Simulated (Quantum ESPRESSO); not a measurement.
## SiMgInGaP4 (input and log of a self-consistent run)

Computed values, not a measurement. The program is pw.x of Quantum ESPRESSO 7.5 (plane-wave density functional theory). The cell is made up: 8 atoms on a zincblende/diamond lattice, with randomly drawn elements, strain and displacements, not relaxed. PseudoDojo standard norm-conserving files (v0.5 for PBE, v0.4.1 for LDA and PBEsol) set the functional; there is no spin polarisation, spin-orbit coupling or dispersion term, and the masses in the input are unused placeholders.

Input:

```
&control calculation='scf', pseudo_dir='./dojo.nc.sr.pbe.v0_5.standard.upf', outdir='./o', disk_io='low', tprnfor=.true., tstress=.true. /
&system ibrav=0, nat=8, ntyp=5, nbnd=36, ecutwfc=84.00895049, nosym=.true., tot_charge=0,
 occupations='smearing', smearing='fd', degauss=0.0018374661
/
&electrons conv_thr=7.350e-09, electron_maxstep=60, /
ATOMIC_SPECIES
Ga 1.0 Ga.upf
In 1.0 In.upf
Mg 1.0 Mg.upf
P 1.0 P.upf
Si 1.0 Si.upf
CELL_PARAMETERS angstrom
5.6099 -0.0133 -0.0658
-0.0133 5.5032 0.0146
-0.0658 0.0146 5.3907
ATOMIC_POSITIONS angstrom
Si 0.0642 0.0338 0.0304
Mg -0.0203 2.7873 2.7287
In 2.7623 0.0577 2.7329
Ga 2.7691 2.8032 -0.0491
P 1.3518 1.4182 1.1937
P 1.3856 4.1073 4.0597
P 4.1656 1.3512 3.959
P 4.2606 4.0489 1.29
K_POINTS automatic
4 4 4 1 1 1
```

The log is shortened where brackets say so; the opening notice, blank lines, dates and the lines on written files are dropped, and the path of the files is cut. It prints rydbergs, bohrs and kilobars, and counts compression as positive stress.

```
     Program PWSCF v.7.5
     Parallel version (MPI & OpenMP), running on       4 processor cores
     Number of MPI processes:                 4
     Threads/MPI process:                     1
     [start-up lines left out]
     bravais-lattice index     =            0
     lattice parameter (alat)  =      10.6019  a.u.
     unit-cell volume          =    1122.9087 (a.u.)^3
     number of atoms/cell      =            8
     number of atomic types    =            5
     number of electrons       =        60.00
     number of Kohn-Sham states=           36
     kinetic-energy cutoff     =      84.0090  Ry
     charge density cutoff     =     336.0358  Ry
     scf convergence threshold =      7.3E-09
     mixing beta               =       0.7000
     number of iterations used =            8  plain     mixing
     Exchange-correlation= PBE
                           (   1   4   3   4   0   0   0)
     [axes and pseudopotential details left out]
   Cartesian axes
     site n.     atom                  positions (alat units)
         1        Si     tau(   1) = (   0.0114432   0.0060246   0.0054186  )
         2        Mg     tau(   2) = (  -0.0036183   0.4968182   0.4863731  )
         3        In     tau(   3) = (   0.4923621   0.0102847   0.4871218  )
         4        Ga     tau(   4) = (   0.4935742   0.4996523  -0.0087518  )
         5        P      tau(   5) = (   0.2409496   0.2527850   0.2127693  )
         6        P      tau(   6) = (   0.2469742   0.7320997   0.7236153  )
         7        P      tau(   7) = (   0.7424913   0.2408427   0.7056662  )
         8        P      tau(   8) = (   0.7594244   0.7216903   0.2299342  )
     number of k points=    32  Fermi-Dirac smearing, width (Ry)=  0.0018
                       cart. coord. in units 2pi/alat
        k(    1) = (   0.1268510   0.1273910   0.1312955), wk =   0.0625000
        k(    2) = (   0.1299016   0.1267080   0.3915189), wk =   0.0625000
     [further k points left out]
     Dense  grid:   116813 G-vectors     FFT dimensions: (  64,  64,  60)
     Estimated max dynamical RAM per process >     221.50 MB
     Estimated total dynamical RAM >     800.43 MB
     Initial potential from superposition of free atoms
     starting charge      59.9915, renormalised to      60.0000
     Starting wfcs are   43 randomized atomic wfcs
     total cpu time spent up to now is        4.1 secs
     per-process dynamical memory:   163.7 Mb
     Self-consistent Calculation
     iteration #  1     ecut=    84.01 Ry     beta= 0.70
     Davidson diagonalization with overlap
     ethr =  1.00E-02,  avg # of iterations =  4.4
     Threshold (ethr) on eigenvalues was too large:
     Diagonalizing with lowered threshold
     Davidson diagonalization with overlap
     ethr =  6.30E-04,  avg # of iterations =  1.5
     total cpu time spent up to now is       15.8 secs
     total energy              =    -468.49292299 Ry
     estimated scf accuracy    <       0.38449650 Ry
     iteration #  2     ecut=    84.01 Ry     beta= 0.70
     Davidson diagonalization with overlap
     ethr =  6.41E-04,  avg # of iterations =  2.1
     total cpu time spent up to now is       22.0 secs
     total energy              =    -468.58096007 Ry
     estimated scf accuracy    <       0.09838781 Ry
     iteration #  3     ecut=    84.01 Ry     beta= 0.70
     Davidson diagonalization with overlap
     ethr =  1.64E-04,  avg # of iterations =  5.7
     total cpu time spent up to now is       29.0 secs
     total energy              =    -468.60017312 Ry
     estimated scf accuracy    <       0.00883303 Ry
     iteration #  4     ecut=    84.01 Ry     beta= 0.70
     Davidson diagonalization with overlap
     ethr =  1.47E-05,  avg # of iterations =  7.8
     total cpu time spent up to now is       36.5 secs
     total energy              =    -468.60226496 Ry
     estimated scf accuracy    <       0.00342036 Ry
     iteration #  5     ecut=    84.01 Ry     beta= 0.70
     Davidson diagonalization with overlap
     ethr =  5.70E-06,  avg # of iterations =  3.0
     total cpu time spent up to now is       42.6 secs
     total energy              =    -468.60298460 Ry
     estimated scf accuracy    <       0.00025239 Ry
     iteration #  6     ecut=    84.01 Ry     beta= 0.70
     Davidson diagonalization with overlap
     ethr =  4.21E-07,  avg # of iterations =  2.4
     total cpu time spent up to now is       48.6 secs
     total energy              =    -468.60304322 Ry
     estimated scf accuracy    <       0.00001380 Ry
     iteration #  7     ecut=    84.01 Ry     beta= 0.70
     Davidson diagonalization with overlap
     ethr =  2.30E-08,  avg # of iterations =  4.0
     total cpu time spent up to now is       55.6 secs
     total energy              =    -468.60304817 Ry
     estimated scf accuracy    <       0.00000176 Ry
     iteration #  8     ecut=    84.01 Ry     beta= 0.70
     Davidson diagonalization with overlap
     ethr =  2.94E-09,  avg # of iterations =  2.4
     total cpu time spent up to now is       61.9 secs
     total energy              =    -468.60304859 Ry
     estimated scf accuracy    <       0.00000026 Ry
     iteration #  9     ecut=    84.01 Ry     beta= 0.70
     Davidson diagonalization with overlap
     ethr =  4.28E-10,  avg # of iterations =  3.3
     total cpu time spent up to now is       68.5 secs
     total energy              =    -468.60304868 Ry
     estimated scf accuracy    <       0.00000003 Ry
     iteration # 10     ecut=    84.01 Ry     beta= 0.70
     Davidson diagonalization with overlap
     ethr =  4.20E-11,  avg # of iterations =  3.2
     total cpu time spent up to now is       74.7 secs
     total energy              =    -468.60304868 Ry
     estimated scf accuracy    <          7.4E-09 Ry
     iteration # 11     ecut=    84.01 Ry     beta= 0.70
     Davidson diagonalization with overlap
     ethr =  1.24E-11,  avg # of iterations =  2.1
     total cpu time spent up to now is       80.5 secs
     End of self-consistent calculation
     [lines on levels left out]
!    total energy              =    -468.60304868 Ry
     estimated scf accuracy    <          3.9E-10 Ry
     smearing contrib. (-TS)   =      -0.00000000 Ry
     internal energy E=F+TS    =    -468.60304868 Ry
     The total energy is F=E-TS. E is the sum of the following terms:
     one-electron contribution =    -237.06075798 Ry
     hartree contribution      =     149.00829010 Ry
     xc contribution           =    -117.65720498 Ry
     ewald contribution        =    -262.89337582 Ry
     convergence has been achieved in  11 iterations
     Forces acting on atoms (cartesian axes, Ry/au):
     atom    1 type  5   force =    -0.03494275   -0.03478120   -0.03099925
     atom    2 type  3   force =     0.01443285   -0.03552937   -0.00026162
     atom    3 type  2   force =    -0.02180272   -0.04899932   -0.08562086
     atom    4 type  1   force =     0.04581135   -0.02694861    0.00288487
     atom    5 type  4   force =    -0.00779826   -0.00153777    0.00534889
     atom    6 type  4   force =    -0.05921873    0.03537443    0.04767806
     atom    7 type  4   force =     0.07462847    0.04895535    0.11037536
     atom    8 type  4   force =    -0.01111021    0.06346648   -0.04940544
     Total force =     0.227524     Total SCF correction =     0.000052
     Computing stress (Cartesian axis) and pressure
          total   stress  (Ry/bohr**3)                   (kbar)     P=       76.68
   0.00042282   0.00025526   0.00032650           62.20       37.55       48.03
   0.00025526   0.00050868  -0.00003515           37.55       74.83       -5.17
   0.00032650  -0.00003515   0.00063221           48.03       -5.17       93.00
     init_run     :      3.77s CPU      3.95s WALL (       1 calls)
     electrons    :     75.20s CPU     76.49s WALL (       1 calls)
     forces       :      1.13s CPU      1.18s WALL (       1 calls)
     stress       :      3.54s CPU      3.59s WALL (       1 calls)
     [timing details left out]
     PWSCF        :   1m23.82s CPU   1m25.46s WALL
     JOB DONE.
```

In other units: free energy -6375.669 eV for the cell, pressure 7.67 GPa, largest force component 2.838 eV/Å. A rerun of this cell at 1437 eV and a 6 x 6 x 6 mesh moved values by no more than 0.008 eV in energy, 0.02 GPa in stress and 0.004 eV/Å in force.